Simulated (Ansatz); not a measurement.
With PBE in the plane-wave PAW code Ansatz, C in the tetragonal phase (P4_12_12; C on 4a, C on 8b) relaxes to a = 3.802 Å, c = 4.681 Å.

The Kohn–Sham gap is 4.97 eV (indirect). The valence maximum lies on the M–Γ line, 40 % of the way from M and the conduction minimum at Γ. The electron mass is 0.43 mₑ (isotropic).

The bulk modulus is 394 GPa.

The start of the workflow was typed in or built on a structure type; neither database checked (COD, Materials Project) lists it. It is not the phase usual at ambient conditions (space group No. 194, 227). Symmetry was held in the PBE relaxation; its stability against distortions is not shown here. The volume moved by 26 % from the start of the relaxation.

Potentials: the earlier of the program's two PAW sets.
